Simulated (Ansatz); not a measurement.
The calculation used Ansatz, DFT PBE, scalar-relativistic, plane waves, PAW. Settings: cutoff 420 eV, Γ-centred meshes spaced at most about 0.3 Å⁻¹, and about 0.25 Å⁻¹ or finer for metals (2π included), Gaussian smearing. No spin polarisation in the final relaxations.

Temperature and zero-point effects are left out. All come from trial cells, and lower structures may exist.

Question: Order these relaxed structures of ZnCd2S3 by energy, lowest first, with the energy over the lowest of them.
A.

```
Zn Cd S
1.0
    -2.02773    2.02773    8.73205
     2.02773   -2.02773    8.73205
     2.02773    2.02773   -8.73205
Zn Cd S
1 2 3
Cartesian
  0.0000 0.0000 0.0000
  0.0000 0.0000 11.5513
  0.0000 0.0000 5.9128
  0.0000 2.0277 4.3660
  2.0277 0.0000 7.4657
  2.0277 0.0000 1.2664
```

B.

```
Zn Cd S
1.0
     4.85459    0.00000    0.00000
     0.00000    4.85459    0.00000
     0.00000    0.00000    6.45830
Zn Cd S
1 2 3
Direct
  0.00000 0.00000 0.87157
  0.00000 0.50000 0.31963
  0.50000 0.00000 0.31963
  0.00000 0.50000 0.94538
  0.50000 0.00000 0.94538
  0.00000 0.00000 0.49314
```

C.

```
Zn Cd S
1.0
     4.76560    0.00000    0.00000
     0.00000    4.76560    0.00000
     0.00000    0.00000    6.19828
Zn Cd S
1 2 3
Direct
  0.50000 0.50000 0.50000
  0.00000 0.50000 0.00000
  0.50000 0.00000 0.00000
  0.00000 0.50000 0.50000
  0.50000 0.00000 0.50000
  0.00000 0.00000 0.50000
```

D.

```
Zn Cd S
1.0
     7.72742    0.00000    0.00000
    -3.86371    6.69214    0.00000
     0.00000    0.00000    3.01650
Zn Cd S
1 2 3
Direct
  0.00000 0.00000 0.00000
  0.33333 0.66667 0.00000
  0.66667 0.33333 0.00000
  0.50000 0.00000 0.50000
  0.50000 0.50000 0.50000
  0.00000 0.50000 0.50000
```

Answer: A (0 meV/atom), B (558 meV/atom), C (818 meV/atom), D (878 meV/atom). Forms: A Zn and Cd ordered on zinc blende sites, I-4m2; B P4mm; C P4/mmm; D P6/mmm. Counting S atoms around Cd and Zn (those within 1.25 times the shortest such distance or 1.15 times the sum of covalent radii, 1.27 where that leaves under three; a plus sign parts nearer from farther groups; the shortest distance is added where it exceeds 1.18 times the sum of covalent radii): A has Zn 4, Cd 4; B has Zn 5, Cd 1+2; C has Zn 4, Cd 2 from 3.1 Å; D has Zn 12 from 4.1 Å, Cd 6. C holds S–S nets (shortest 2.38 Å) (bonds between like non-metal atoms; other contacts aren't counted).

Cells relaxed within their symmetry can be saddle points. Some candidate types were left out of the draw beforehand, so a known form may be missing.
